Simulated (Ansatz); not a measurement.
ZnS:
```yaml
crystal:
  lattice:
    - [0.00000, 2.64841, 2.64841]
    - [2.64841, 0.00000, 2.64841]
    - [2.64841, 2.64841, 0.00000]
  atoms:
    - { symbol: Zn, position: [0.00000, 0.00000, 0.00000] }
    - { symbol: S, position: [0.75000, 0.75000, 0.75000] }
```

Relaxed with LDA. Special points in fractions of this cell's reciprocal vectors: Γ (0.000, 0.000, 0.000); X (0.500, 0.000, 0.500); U (0.625, 0.250, 0.625); K (0.375, 0.375, 0.750); L (0.500, 0.500, 0.500); W (0.500, 0.250, 0.750).

Question: List the band energies nearest the valence-band maximum at these points for DFT-LDA in the program Ansatz with PAW potentials.

Answer: In eV from the valence-band maximum; about four levels below and three above (degenerate sets whole), none deeper than 8.9 eV; points with the same levels are listed once.

```csv
k,below,above
Γ,-6.19 -6.19 0.00 0.00 0.00,2.12 6.17 6.17 6.17
X,-5.95 -4.91 -2.48 -2.48,3.05 3.86 11.12
U,-5.78 -5.01 -3.47 -2.02,3.86 5.93 9.31
L,-5.97 -5.78 -0.97 -0.97,3.20 6.72 6.72
W,-5.71 -4.98 -3.11 -3.01,5.50 6.15 7.78
```

Space group F-43m (zinc blende). The cell was relaxed with LDA under the symmetry of its start.

Potentials: the earlier of the program's two PAW sets. The files were generated under PBE; for other functionals the program regenerates the frozen cores, and for LDA and PBEsol the local potential too.
